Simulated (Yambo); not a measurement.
Y$_{2}$CN$_{2}$O$_{2}$ (space group P-3m1, No. 164), G0W0@PBEsol in Yambo; all else as in the reference (3×3×1 Γ-centred k mesh, 146 bands and a 7 Ry block in the screening, 146 bands in G with the Bruneval-Gonze terminator, plasmon pole fitted at 27.2 eV). One parameter is varied: the cutoff of the exchange sum, over 5, 10, 20, 40, 84 Ry.

Task: From which value on does the gap Γ → Γ stay within 0.05 eV of the largest setting?

Result: From 40 Ry on.
```csv
cutoff of the exchange sum (Ry),G0W0 gap (eV),valence shift (eV)
5,4.17,0.92
10,4.74,-0.10
20,5.03,-0.54
40,5.15,-0.68
84,5.17,-0.70
```
The last step of the sweep still moves the gap by 19 meV; the other settings are held fixed.

Geometry of the Materials Project entry, not relaxed at this level; primitive cell a = b = 3.699 Å, c = 8.169 Å, α = β = 90.00°, γ = 120.00°.

The structure is a Materials Project entry; no match was found in the copy of COD used, and its stability was not checked.

A shift is the quasiparticle energy of the state minus its PBEsol energy.
